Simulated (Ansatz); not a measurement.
TaN$_{3}$ (ReO3 type, Pm-3m) at seven volumes, the program Ansatz at the PBE level (PAW), scaled uniformly. One row is withheld.

```json
[
 {"V (Å³/atom)": "15.378", "P (GPa)": "16.80"},
 {"V (Å³/atom)": "15.885", "P (GPa)": "10.46"},
 {"V (Å³/atom)": "16.392", "P (GPa)": "?"},
 {"V (Å³/atom)": "16.899", "P (GPa)": "-0.01"},
 {"V (Å³/atom)": "17.406", "P (GPa)": "-4.22"},
 {"V (Å³/atom)": "17.913", "P (GPa)": "-7.83"},
 {"V (Å³/atom)": "18.419", "P (GPa)": "-10.91"}
]
```

Q: Fit the shown pressures and predict the withheld one.

A: Third-order Birch–Murnaghan: P = (3/2)B₀(x^(7/2) − x^(5/2))[1 + (3/4)(B′ − 4)(x − 1)] with x = (V₀/V)^(2/3). Least squares on the six rows gives V₀ = 16.899 Å³/atom, B₀ = 149.5 GPa, B′ = 3.77. At V = 16.392, x = 1.0205 and P = 4.82 GPa. The run itself gave 4.85 GPa.

The start of the workflow was typed in or built on a structure type; neither database checked (COD, Materials Project) lists it. Whether it is the stable phase at ambient conditions was not checked. The PBE relaxation kept the symmetry of its start; its stability against distortions is not shown here. No spin polarisation was allowed. Its formation energy is positive at this level, so the cell may be metastable or incomplete. Scalar-relativistic: spin–orbit coupling is off unless named, which matters more the heavier the elements.

Potentials: the earlier of the program's two PAW sets.
